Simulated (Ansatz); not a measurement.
LiNbO2 (space group P6_3/mmc)

```xyz
8
Lattice="2.8704 0.0000 0.0000 -1.4352 2.4858 0.0000 0.0000 0.0000 10.2253" Properties=species:S:1:pos:R:3 pbc="T T T"
Li     0.0000     0.0000     0.0000
Li     0.0000     0.0000     5.1127
Nb     0.0000     1.6572     7.6690
Nb     1.4352     0.8286     2.5563
O      0.0000     1.6572     1.2499
O      1.4352     0.8286     8.9754
O      1.4352     0.8286     6.3626
O      0.0000     1.6572     3.8628
```

A phonon eigenvector at Γ is frozen into this cell: atom i moves by Q times the vector below, so Q is the largest atomic displacement, in Å. The cell is held.

```
atom      x      y       z
----  -----  -----  ------
Li1   0.000  0.000   1.000
Li2   0.000  0.000  -1.000
O5    0.000  0.000  -0.657
O6    0.000  0.000  -0.657
O7    0.000  0.000   0.657
O8    0.000  0.000   0.657
```

Atoms not listed stay in place.

All values below come from LDA (plane waves to 420 eV, PAW, scalar-relativistic; Ansatz, a program for electronic structure). k mesh 13×13×4 (Γ-centred), Fermi-Dirac smearing 0.05 eV. The energy includes the smearing's −TS. As the smearing reaches across the gap at some points, energies and forces of such displacements shift with the k mesh and the smearing. LiNbO2 is run without spin polarisation and with no Hubbard U. LiNbO2 was relaxed with its symmetry unable to fall. The zero of ΔE is the undisplaced structure. The last digit holds for this mesh only.

| Q (Å) | ΔE (meV/cell) |
|---|---|
| -0.2800 | 1919.0 |
| -0.2333 | 1396.0 |
| -0.1867 | 955.3 |
| -0.1400 | 589.0 |
| -0.0933 | withheld |
| -0.0467 | 78.9 |
| 0.0000 | 0.0 |
| 0.0467 | 78.9 |
| 0.0933 | withheld |
| 0.1400 | 589.0 |
| 0.1867 | 955.3 |
| 0.2333 | 1396.0 |
| 0.2800 | 1919.0 |

Problem. Fit an even polynomial form (powers 2, 4, 6) to the given rows and predict ΔE at Q = -0.0933.

Solution. Least squares on the 11 given rows: ΔE = (33700)·Q² + (-221100)·Q⁴ + (1322000)·Q⁶, in meV/cell with Q in Å; root-mean-square residual 4.53 meV/cell. At -0.0933 the fit gives 277.5 meV/cell; the calculation gives 294.3 meV/cell, so the interpolation is off by -16.8 (-5.7 %). The quadratic term alone would give 293.4 meV/cell.

(A displaced cell: forces are minus the slopes of the energy, force constants its curvatures, and phonons follow from these.)
